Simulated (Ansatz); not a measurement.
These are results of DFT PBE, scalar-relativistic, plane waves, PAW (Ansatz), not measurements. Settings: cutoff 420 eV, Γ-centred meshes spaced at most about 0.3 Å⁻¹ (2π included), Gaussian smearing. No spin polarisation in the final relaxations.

All energies are static (0 K, no zero-point motion).

Two forms of YAl3N4 were relaxed alike.

A.

```yaml
crystal:
  lattice:
    - [4.38693, 0.00000, 0.00000]
    - [0.00000, 4.38693, 0.00000]
    - [0.00000, 0.00000, 4.38693]
  atoms:
    - { symbol: Y, position: [0.50000, 0.50000, 0.50000] }
    - { symbol: Al, position: [0.00000, 0.00000, 0.50000] }
    - { symbol: Al, position: [0.50000, 0.00000, 0.00000] }
    - { symbol: Al, position: [0.00000, 0.50000, 0.00000] }
    - { symbol: N, position: [0.50000, 0.50000, 0.00000] }
    - { symbol: N, position: [0.00000, 0.50000, 0.50000] }
    - { symbol: N, position: [0.50000, 0.00000, 0.50000] }
    - { symbol: N, position: [0.00000, 0.00000, 0.00000] }
```

B.

```yaml
crystal:
  lattice:
    - [3.15522, 0.00000, 0.00000]
    - [0.00000, 3.15522, 0.00000]
    - [0.00000, 0.00000, 8.44106]
  atoms:
    - { symbol: Y, position: [0.50000, 0.50000, 0.00000] }
    - { symbol: Al, position: [0.00000, 0.00000, 0.72923] }
    - { symbol: Al, position: [0.00000, 0.00000, 0.27077] }
    - { symbol: Al, position: [0.50000, 0.50000, 0.50000] }
    - { symbol: N, position: [0.00000, 0.00000, 0.00000] }
    - { symbol: N, position: [0.50000, 0.50000, 0.27441] }
    - { symbol: N, position: [0.00000, 0.00000, 0.50000] }
    - { symbol: N, position: [0.50000, 0.50000, 0.72559] }
```

Problem. Which placement of the atoms is lower in energy, and by how much?

Solution. B is lower, by 146 meV/atom. The two share one framework of sites and differ in which element sits where. A has Y and Al ordered on rock salt sites, space group Pm-3m (No. 221), 10.6 Å³/atom and a gap of 1.38 eV on its mesh; B has Y and Al ordered on rock salt sites, space group P4/mmm (No. 123), 10.5 Å³/atom and a gap of 0.87 eV. Counting N atoms around Al and Y (those within 1.25 times the shortest such distance or 1.15 times the sum of covalent radii; a plus sign parts nearer from farther groups; a slash parts the counts of unlike sites), A has Y 6, Al 6 and B has Y 6, Al 1+5/2+4. In A, Y has 6 N at 2.19 Å and 12 Al at 3.10 Å; Al has 6 N at 2.19 Å, 4 Y at 3.10 Å and 8 Al at 3.10 Å; N on a site of symmetry 4/mmm is surrounded by 2 Y at 2.19 Å and 4 Al at 2.19 Å; 1 more site not described. In B, around Y lie 6 N at 2.23–2.32 Å, 4 Y at 3.16 Å and 8 Al at 3.19 Å; Al on a site of symmetry 4mm is surrounded by 1 N at 1.93 Å, 5 N at 2.23–2.29 Å, 4 Al at 2.95 Å, 4 Al at 3.16 Å and 4 Y at 3.19 Å; N on a site of symmetry 4/mmm is surrounded by 4 Y at 2.23 Å and 2 Al at 2.29 Å; 3 more sites not described. Both come from invented guesses. A third cell relaxed alike, in I-42m, lies 218 meV/atom below the lower of the two.

Kohn–Sham gaps at this level usually fall short of measured ones. Cells relaxed within their symmetry can be saddle points.
